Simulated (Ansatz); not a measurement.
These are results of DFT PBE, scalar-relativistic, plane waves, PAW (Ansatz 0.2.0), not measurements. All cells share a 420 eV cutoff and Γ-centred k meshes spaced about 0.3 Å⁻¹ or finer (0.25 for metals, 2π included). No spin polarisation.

Temperature and zero-point effects are left out.

Compare these two cells of Hf₃S₅, each relaxed at this level.

A.

```xyz
8
Lattice="5.6956 -2.5583 0.0000 5.6956 2.5583 0.0000 -5.5782 0.0000 5.7187" Properties=species:S:1:pos:R:3 pbc="T T T"
Hf    0.0000    0.0000    0.0000
Hf    6.9175    0.0000    2.2405
Hf   -1.1045    0.0000    3.4781
S     1.2193    0.0000    2.3004
S     4.5937    0.0000    3.4183
S     5.6956    0.0000    0.0000
S     9.1780    0.0000    1.1839
S    -3.3650    0.0000    4.5347
```

B.

```xyz
16
Lattice="2.5356 -5.7787 0.0000 2.5356 5.7787 0.0000 0.0000 0.0000 12.2128" Properties=species:S:1:pos:R:3 pbc="T T T"
Hf    2.5356    3.9040   11.5766
Hf    2.5356    3.9040    6.7425
Hf    2.5356   -3.3227    9.1596
Hf    2.5356   -3.9040    0.6361
Hf    2.5356   -3.9040    5.4702
Hf    2.5356    3.3227    3.0532
S     2.5356   -5.2222   10.7262
S     2.5356   -5.2222    7.5929
S     2.5356   -1.8129   11.3334
S     2.5356   -1.8129    6.9857
S     2.5356    5.2222    1.4865
S     2.5356    5.2222    4.6199
S     2.5356    1.8129    5.2270
S     2.5356    1.8129    0.8793
S     2.5356   -2.8498    3.0532
S     2.5356    2.8498    9.1596
```

Task: Which would you expect to be lower, and how large is the difference?

Result: A is lower, by 66 meV/atom. A has space group C2/m (No. 12), 20.8 Å³/atom and no gap on its mesh; B has space group Cmcm (No. 63), 22.4 Å³/atom and no gap. Counting S atoms around Hf (those within 1.25 times the shortest such distance or 1.15 times the sum of covalent radii, 1.27 where that leaves under three), A and B both have Hf 6. The denser one is the lower, and pressure would at first widen the difference. Both come from trial cells of a structure search.

Spin–orbit coupling, which can matter for Hf, is left out. Cells relaxed within their symmetry can be saddle points.
